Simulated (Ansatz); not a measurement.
Input and command of a plane-wave DFT calculation in Ansatz:

```yaml
crystal:
  lattice:
    - [4.1852501739, -2.1029464634, 0.0]
    - [4.1852501739, 2.1029464634, 0.0]
    - [0.0, 0.0, 8.5926596416]
  atoms:
    - { symbol: Br, position: [0.8558336191, 0.1441663809, 0.1183569011] }
    - { symbol: Br, position: [0.6441663809, 0.3558336191, 0.6183569011] }
    - { symbol: Br, position: [0.1441663809, 0.8558336191, 0.8816430989] }
    - { symbol: Br, position: [0.3558336191, 0.6441663809, 0.3816430989] }
basis:
  ecutwfc: 420
kpoints:
  mp_grid: { grid: [8, 8, 4] }
hamiltonian:
  xc: pbe
scf:
  occupations: { method: gaussian, width: 0.02 }
output:
  forces: true
  stress: true
  eigenvalues: true
  write_density: true
  write_potential: true
  elf: true
  volumetric_format: npy
relax:
  adjacent_minimum: "off"
  f_tol: 0.01
  max_steps: 30
  cell: { stress_tol: 0.1, fix: [volume] }
```

```bash
ansatz run input.yaml --threads 1 --pin off --max-ram 2560MiB --backend cpu --events-out ev --progress --plain --runs-dir out
```

Processor: AMD EPYC (Zen 3), 1 thread, on a host shared with other jobs.

Estimate time, memory and problem size.

About 3.3 min on 1 thread of AMD EPYC (Zen 3), on a shared host, peak memory 0.48 GiB. It solves 18 bands at 63 k points (the mesh reduced by symmetry) with about 2979 plane waves, in 29 SCF iterations over 6 ionic steps.
